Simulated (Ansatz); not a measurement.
GaBi:
```yaml
crystal:
  lattice:
    - [0.00000, 2.94293, 2.94293]
    - [2.94293, 0.00000, 2.94293]
    - [2.94293, 2.94293, 0.00000]
  atoms:
    - { symbol: Ga, position: [0.00000, 0.00000, 0.00000] }
    - { symbol: Bi, position: [0.50000, 0.50000, 0.50000] }
```

Relaxed with PBEsol. Special points in fractions of this cell's reciprocal vectors: Γ (0.000, 0.000, 0.000); X (0.500, 0.000, 0.500); U (0.625, 0.250, 0.625); K (0.375, 0.375, 0.750); L (0.500, 0.500, 0.500); W (0.500, 0.250, 0.750).

Question: List the band energies nearest the Fermi level at these points for PBEsol (plane waves, PAW; program Ansatz).

Answer: In eV from the Fermi level; about four levels below and three above (degenerate sets whole), none deeper than 8.9 eV; points with the same levels are listed once.

| k | below | above |
|---|---|---|
| Γ | -1.67 | 0.20 0.20 0.20 |
| X | -4.99 -4.31 -2.33 -2.33 | 3.20 8.59 8.59 |
| U | -5.97 -4.45 -1.66 -0.87 | 5.42 6.19 6.62 |
| L | -7.36 | 0.61 0.61 2.00 |
| W | -5.79 -3.96 -3.96 | 2.18 2.91 6.73 6.73 |

Space group Fm-3m (rock salt). A made-up cell: these elements were put on the sites of a structure type; neither database checked (COD, Materials Project) lists it. Its standing as an ambient phase is unchecked. Symmetry was held in the PBEsol relaxation; of distortions, only those at the zone centre were tested. Spin–orbit coupling is left out wherever it is not named.

Potentials: the later of the program's two PAW sets.
